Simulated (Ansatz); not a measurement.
**Pb: from a starting cell to a relaxed one**

The start is a generated trial cell of Pb in the diamond structure type. The cell and all atomic positions are relaxed at zero pressure with r2SCAN (plane waves to 500 eV, PAW, scalar-relativistic; Ansatz, a program for electronic structure). The first steps use a coarse 8×8×8 k-mesh.

Input geometry:
```
CELL_PARAMETERS angstrom
      0.00000     3.46623     3.46623
      3.46623     0.00000     3.46623
      3.46623     3.46623     0.00000
ATOMIC_POSITIONS crystal
  Pb 0.25000 0.25000 0.25000
  Pb 0.00000 0.00000 0.00000
```

### Question
By how much does the energy per atom fall from start to end?

### Answer
Under 0.01 eV/atom.

### Question
How does the volume per atom move from start to end?

### Answer
+0.8 %, from 41.65 to 41.98 Å³/atom.

### Question
How do the shortest distances between atoms change?

### Answer
The closest pairs of elements (up to four, under 3.6 Å), start → end: Pb–Pb 3.00 → 3.01 Å.

### Question
Is the relaxed structure metallic? Give its gap.

### Answer
No gap (metallic).

The space group stays Fd-3m (No. 227) (the run could not lower it); the end is diamond type, with 2 atoms in the primitive cell. Final values are on a 12×12×12 k-mesh of the relaxed cell. No spin polarisation in the result.

The run could not lose the symmetry of its start; a randomly shaken copy of 4 atoms returns to this structure.

All atoms sit on sites fixed by symmetry, so only the cell could relax.

The relaxed structure here is a generated cell of Pb: the first start was made by placing the elements on the sites of a structure type, and the end was not matched to a known phase here, so it may be hypothetical. Known forms of Pb include space group No. 225.
